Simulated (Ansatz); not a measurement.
## W: reading a single point

```
W
1.0
    -1.59600    1.59600    1.59600
     1.59600   -1.59600    1.59600
     1.59600    1.59600   -1.59600
W
1
Direct
  0.00000 0.00000 0.00000
```

The numbers come from plane-wave PAW DFT (Ansatz): r2SCAN, no spin polarisation, 500 eV, 11×11×11 Γ-centred k points, gaussian occupations (width 0.0123 eV). Nothing was relaxed.

Question: Is the cell too large or too small?

Answer: The pressure is -6.3 GPa (compression positive), so with the atoms held at these fractions the cell would first shrink.

Question: Metal or insulator?

Answer: It is a metal, with about 0.35 states/eV a cell as the mean within 0.25 eV of the Fermi level, mostly W d (88 %).

Question: What do density and ELF say about some of the short contacts?

Answer: W–W at 2.76 Å: least valence density 0.40 e/Å³ and ELF 0.38 there. These are pseudo-fields; inside the PAW spheres they differ from the all-electron ones.

Origin: a database entry at a rescaled volume.
